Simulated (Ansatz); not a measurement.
Values for one crystal, relaxed and computed with DFT-HSE06 in the program Ansatz with PAW potentials; other levels are named.

| Property | Value |
|---|---|
| Volume per atom | 15.26 Å³ |
| Band gap | 2.14 eV (direct) |
| Bulk modulus (Birch–Murnaghan fit) | 808 kbar |
| Conduction-band minimum | at Γ |
| Valence-band maximum | at Γ |
| Pressure derivative B′ | 4.0 |

**Question.** Pick the material that matches.
A. LiAgF4, C2/c (Li on 4e, Ag on 4d, F on 8f, F on 8f)
B. BN, P6_3mc (B on 2a, B on 2b, N on 2a, N on 2b)
C. LiCa2CuN2, P4_2/mnm (Li on 2a, Ca on 4d, Cu on 2b, N on 4f)
D. ZnCu2SiTe4, I-42m (Zn on 2a, Si on 2b, Cu on 4d, Te on 8i)

**Answer.** C, LiCa2CuN2, P4_2/mnm (Li on 2a, Ca on 4d, Cu on 2b, N on 4f)

The workflow started from a Materials Project entry (that database holds measured and hypothetical structures alike); the Crystallography Open Database copy checked does not list it. With Li and Cu taken as one species the cell has the higher symmetry P4_2/mmc, so it may be an ordered model of a mixed-site phase. Its standing as an ambient phase is unchecked. Symmetry was held in the HSE06 relaxation; whether a distortion lowers the energy is not shown. No spin polarisation was allowed. The hybrid was solved on a coarse mesh, the path and, where they were found, the r²SCAN edge points; its band edges are the extreme levels among these.

Potentials: the later of the program's two PAW sets.
